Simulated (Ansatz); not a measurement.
The elements of this relaxed trial crystal are hidden behind letters.

```
lattice vectors (Å)
   2.1257    1.2273   17.4090
  -2.1257    1.2273   17.4090
   0.0000   -2.4546   17.4090
fractional positions
X 0.0030 0.0030 0.0030
X 0.1973 0.1973 0.1973
X 0.6001 0.6001 0.6001
Z 0.4022 0.4022 0.4022
Z 0.7980 0.7980 0.7980
Q 0.0543 0.0543 0.0543
Q 0.4500 0.4500 0.4500
Q 0.8456 0.8456 0.8456
Q 0.2483 0.2483 0.2483
Q 0.6512 0.6512 0.6512
```

Computed with DFT PBE, scalar-relativistic, plane waves, PAW (Ansatz 0.2.0). Cutoff 420 eV, Γ-centred 12×12×12 mesh (10-atom cell), Gaussian smearing of 0.10 eV, no spin polarisation.

- Space group: R3m (No. 160)
- Conventional cell: a = 4.251 Å, c = 52.227 Å
- Volume per atom: 27.25 Å³
- Density: 5.23 g/cm³
- Formation energy: −0.26 eV/atom
- Gap on the 12×12×12 mesh of the 10-atom cell: 0 eV (the bands meet within 0.015 eV)

Energies are uncorrected and count from the elements' standard states at the same level.

Question: X is a p-block element of period 5, Z is a p-block element of period 4 and Q is a p-block element of period 4. Which elements are they?

Answer: X = In, Z = Ga, Q = As, so the formula is In3Ga2As5. Density times volume gives a mean mass of 5.23 × 27.25/1.6605 = 85.8 u per atom, and this set has 85.9 u. In on its first site has 4 As at 2.64–2.68 Å; Ga on its first site has 4 As at 2.50–2.57 Å; As on its first site has 3 Ga at 2.57 Å and 1 In at 2.68 Å; 7 more sites not described. Other sets within the hints have nearly the same mass, so mass alone doesn't settle it; this one was computed.

The zero gap may come from the functional, which often closes small gaps. A structure relaxed within its symmetry needn't be a true minimum.
